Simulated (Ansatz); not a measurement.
LaMoN$_{3}$:
```cif
data_La6Mo6N18
_chemical_formula_sum 'La6 Mo6 N18'
_space_group_name_H-M_alt 'R3c :H'
_space_group_IT_number 161
_space_group_name_Hall 'R 3 -2"c'
_cell_length_a 5.65037
_cell_length_b 5.65037
_cell_length_c 13.77503
_cell_angle_alpha 90.000
_cell_angle_beta 90.000
_cell_angle_gamma 120.000
loop_
_atom_site_label
_atom_site_type_symbol
_atom_site_symmetry_multiplicity
_atom_site_Wyckoff_symbol
_atom_site_fract_x
_atom_site_fract_y
_atom_site_fract_z
_atom_site_occupancy
La1 La 6 a 0.00000 0.00000 0.24212 1
Mo1 Mo 6 a 0.00000 0.00000 0.48964 1
N1 N 18 b 0.11243 0.33243 0.09552 1
```
(The calculation used a cell of 10 atoms; values per cell refer to that cell.)

Relaxed with PBEsol. The program Ansatz at the PBEsol level (PAW) gives a gap of 1.05 eV.

Task: What gap does HSE06 give on the same cell (Ansatz, PAW)?

Result: 1.80 eV, 0.74 eV more. The hybrid was solved on a coarser mesh and at special points; its gap is the smallest among all of these.

| k | v1 PBEsol | c1 PBEsol | v1 HSE06 | c1 HSE06 |
|---|---|---|---|---|
| Γ | -0.22 | 1.21 | ? | ? |
| T | -0.87 | 2.14 | -0.95 | 3.07 |
| L | -0.52 | 1.24 | ? | ? |
| F | 0.00 | 1.64 | ? | ? |
| S0 | -0.17 | 1.10 | ? | ? |
| H0 | -0.61 | 1.72 | -0.68 | 2.55 |

Task: Top valence (v1) and lowest conduction level (c1) in eV from each method's valence maximum (which need not be a listed point): supply the withheld HSE06 values.

Result: 
- S0, v1 HSE06: -0.20
- S0, c1 HSE06: 1.87
- F, v1 HSE06: 0.00
- F, c1 HSE06: 2.41
- Γ, v1 HSE06: -0.25
- Γ, c1 HSE06: 1.98
- L, v1 HSE06: -0.57
- L, c1 HSE06: 2.03

Cost on shared cores: the PBEsol run (SCF on a 6×6×6 mesh, then bands and DOS) roughly 3 core-minutes, the HSE06 run (SCF on 4×4×4, then a few points) around 8 core-minutes (rough); the tasks are unlike.

The workflow started from a Materials Project entry (that database holds measured and hypothetical structures alike); the Crystallography Open Database copy checked does not list it. Its standing as an ambient phase is unchecked. The PBEsol relaxation kept the symmetry of its start; phonons on a q-mesh show no instability. No spin polarisation was allowed. Scalar-relativistic: spin–orbit coupling is off unless named, which matters more the heavier the elements.

Potentials: the later of the program's two PAW sets.
